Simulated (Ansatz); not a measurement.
Li:
```
CELL_PARAMETERS angstrom
      3.05302     0.00000     0.00000
     -1.52651     2.64400     0.00000
      0.00000     0.00000     5.00276
ATOMIC_POSITIONS crystal
  Li 0.33333 0.66667 0.25000
  Li 0.66667 0.33333 0.75000
```

Relaxed with PBEsol.

Question: List the phonon frequencies at the special points (DFPT on a 5×5×3 q-mesh, Fourier-interpolated; PBEsol in the plane-wave PAW code Ansatz).

Answer: In cm⁻¹.

```json
[
 {"q": "Γ", "frequencies": "0 0 0 122 122 319"},
 {"q": "M", "frequencies": "126 181 241 300 308 321"},
 {"q": "K", "frequencies": "250 250 278 282 282 291"},
 {"q": "A", "frequencies": "86 86 86 86 230 230"},
 {"q": "L", "frequencies": "182 182 186 186 326 326"},
 {"q": "H", "frequencies": "156 156 279 279 324 324"}
]
```

Space group P6_3/mmc (hcp (Mg type)). The workflow started from a Materials Project entry (that database holds measured and hypothetical structures alike); the Crystallography Open Database files this formula in space group No. 194, but the cells were not matched. It is not the phase usual at ambient conditions (space group No. 229). The cell was relaxed with PBEsol under the symmetry of its start; phonons on a q-mesh show no instability. As this level gives no gap, phonon frequencies hold no LO–TO term and depend on the k-mesh and smearing (Fermi–Dirac, 0.1 eV here).

Potentials: the later of the program's two PAW sets.
